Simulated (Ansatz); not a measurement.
TiO₂:
```cif
data_O8Ti4
_chemical_formula_sum 'Ti4 O8'
_space_group_name_H-M_alt 'I41/amd :1'
_space_group_IT_number 141
_space_group_name_Hall 'I 4bw 2bw -1bw'
_cell_length_a 3.77789
_cell_length_b 3.77789
_cell_length_c 9.58357
_cell_angle_alpha 90.000
_cell_angle_beta 90.000
_cell_angle_gamma 90.000
loop_
_atom_site_label
_atom_site_type_symbol
_atom_site_symmetry_multiplicity
_atom_site_Wyckoff_symbol
_atom_site_fract_x
_atom_site_fract_y
_atom_site_fract_z
_atom_site_occupancy
Ti1 Ti 4 b 0.00000 0.00000 0.50000 1
O1 O 8 e 0.00000 0.00000 0.29272 1
```
(The calculation used a cell of 6 atoms; values per cell refer to that cell.)

Relaxed with r²SCAN. Plane-wave PAW r²SCAN (Ansatz code) gives a gap of 2.53 eV.

**Question.** What gap does HSE06 give on the same cell (Ansatz, PAW)?

**Answer.** 3.64 eV, 1.11 eV more. The hybrid was solved on a coarser mesh and at special points; its gap is the smallest among all of these.

```csv
k,v1 r²SCAN,c1 r²SCAN,v1 HSE06,c1 HSE06
Γ,-0.48,2.53,-0.49,3.64
M,-0.12,2.87,-0.11,4.04
X,-0.05,3.71,-0.06,4.99
P,-0.24,3.93,(withheld),(withheld)
N,-0.68,3.65,(withheld),(withheld)
S0,-0.84,3.63,(withheld),(withheld)
R,-0.09,3.68,(withheld),(withheld)
```

**Question.** Top valence (v1) and lowest conduction level (c1) in eV from each method's valence maximum (which need not be a listed point): supply the withheld HSE06 values.

**Answer.** 
- P, v1 HSE06: -0.25
- P, c1 HSE06: 5.23
- R, v1 HSE06: -0.10
- R, c1 HSE06: 4.95
- S0, v1 HSE06: -0.91
- S0, c1 HSE06: 4.85
- N, v1 HSE06: -0.72
- N, c1 HSE06: 4.91

Cost on shared cores: the r²SCAN run (SCF on a 10×10×10 mesh, then bands and DOS) roughly 2.6 core-minutes, the HSE06 run (SCF on 6×6×6, then a few points) roughly 9 core-minutes; the tasks are unlike.

Space group I4_1/amd (anatase). Symmetry was held in the r²SCAN relaxation; of distortions, only those at the zone centre were tested. No spin polarisation was allowed.

Potentials: the later of the program's two PAW sets.
